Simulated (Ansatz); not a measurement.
Al$_{3}$Pt$_{2}$:
```yaml
crystal:
  lattice:
    - [4.20725, 0.00000, 0.00000]
    - [-2.10362, 3.64358, 0.00000]
    - [0.00000, 0.00000, 5.17775]
  atoms:
    - { symbol: Al, position: [0.00000, 0.00000, 0.00000] }
    - { symbol: Al, position: [0.33333, 0.66667, 0.64651] }
    - { symbol: Al, position: [0.66667, 0.33333, 0.35349] }
    - { symbol: Pt, position: [0.33333, 0.66667, 0.16425] }
    - { symbol: Pt, position: [0.66667, 0.33333, 0.83575] }
```

Relaxed with PBEsol. Special points in fractions of this cell's reciprocal vectors: Γ (0.000, 0.000, 0.000); M (0.500, 0.000, 0.000); K (0.333, 0.333, 0.000); A (0.000, 0.000, 0.500); L (0.500, 0.000, 0.500); H (0.333, 0.333, 0.500).

### Question
List the band energies nearest the Fermi level at these points for the program Ansatz at the PBEsol level (PAW).

### Answer
In eV from the Fermi level; about four levels below and three above (degenerate sets whole), none deeper than 8.9 eV; points with the same levels are listed once.

```json
[
 {"k": "Γ", "below": "-2.74 -2.74 -2.66 -2.06", "above": "1.52 1.52 3.14"},
 {"k": "M", "below": "-2.59 -2.19 -2.16 -1.77", "above": "1.64 2.42 3.15"},
 {"k": "K", "below": "-3.49 -3.49 -0.94 -0.94", "above": "1.32 2.39 2.39"},
 {"k": "A", "below": "-3.36 -3.36 -2.89 -2.89", "above": "2.19 2.54 2.54"},
 {"k": "L", "below": "-3.04 -2.97 -1.64 -0.32", "above": "2.14 2.57 3.72"},
 {"k": "H", "below": "-2.87 -2.87 -2.35 -2.35 -2.32", "above": "0.39 5.03 6.21 6.21"}
]
```

Space group P-3m1 (La2O3 or Ni2Al3 type). The first step of the workflow began from a Materials Project structure, measured or hypothetical; the Crystallography Open Database copy checked does not list it. Its standing as an ambient phase is unchecked. The cell was relaxed with PBEsol under the symmetry of its start; of distortions, only those at the zone centre were tested. The run is not spin-polarised. Scalar-relativistic: spin–orbit coupling is off unless named, which matters more the heavier the elements.

Potentials: the later of the program's two PAW sets.
